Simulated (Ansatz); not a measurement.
## Notes on TlS2BrO2

```
S Tl Br O
1.0
     4.12348    0.00000    0.00000
    -2.06174    3.57104    0.00000
    -2.06174    1.19035    9.44486
S Tl Br O
2 1 1 2
Direct
  0.74750 0.25250 0.24250
  0.25250 0.74750 0.75750
  0.50000 0.50000 0.50000
  0.00000 0.00000 0.00000
  0.43900 0.56100 0.31700
  0.56100 0.43900 0.68300
```

Method: r2SCAN, no spin polarisation; PAW, plane waves to 500 eV, 9×9×9 Γ-centred mesh, fermi-dirac occupations (width 0.1 eV) (Ansatz 0.2.0), atoms fixed.

- Contacts: Tl–O at 1.73 Å: least valence density 1.52 e/Å³ and ELF 0.31 there. S–O at 2.48 Å: least valence density 0.26 e/Å³ and ELF 0.19 there. Br–S at 3.30 Å: least valence density 0.11 e/Å³ and ELF 0.13 there. Both are smooth PAW fields, read partly inside the augmentation spheres.
- Electronic structure: It is a metal, with about 6.1 states/eV a cell as the mean within 0.25 eV of the Fermi level, mostly S p (63 %), O p (17 %) and Br p (14 %).
- Formation energy: 1.28 eV an atom against the elements' usual phases (free molecules for gases, crystals otherwise, with no correction for O₂ or N₂), so at this geometry it isn't bound against them. Relaxing would lower it.
- Stress: The pressure is 8.6 GPa (compression positive), so with the atoms held at these fractions the cell would first expand; the forces are large, so a full relaxation may end otherwise. The principal stresses -1.9, -1.9, 29.5 GPa differ, so its shape would change too.
- Charges: Bader charges in e: Tl +1.44, S +0.10, Br -0.10, O -0.77. In the mean Tl gives up most and O takes most.

Origin: a known structure type with other elements, at an estimated volume, so it need not be a known compound. Caveats: many states at the Fermi level without spin polarisation, so a magnetic state may lie lower; atoms or cell far from equilibrium.
